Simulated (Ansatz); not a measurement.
Values for one crystal, relaxed and computed with plane-wave PAW PBE (Ansatz code); other levels are named.

* **Volume per atom**: 17.72 Å³
* **Electronic character**: no gap, with almost no states at the Fermi level (zero-gap or semimetallic)
* **Density of states at the Fermi level**: 0.03 states/eV per atom (mean over ±0.08 eV)
* **Formation energy from the elements (no fitted shifts)**: -67 kJ/mol of atoms

Question: Which compound is it?
(A) TiSe2, CdI2 type
(B) Co2Si, Pnma (Co on 4c, Co on 4c, Si on 4c)
(C) La5Ge3, P6_3/mcm (La on 4d, La on 6g, Ge on 6g)
(D) NbAs, I4_1md (Nb on 4a, As on 4a)

Answer: D, NbAs, I4_1md (Nb on 4a, As on 4a)

The cell was relaxed with PBE under the symmetry of its start. The run is not spin-polarised. A small band overlap can be real or an error of a semilocal functional. The references are the lowest solids computed at this level, not always the standard phases. Scalar-relativistic: spin–orbit coupling is off unless named, which matters more the heavier the elements.

Potentials: the earlier of the program's two PAW sets.
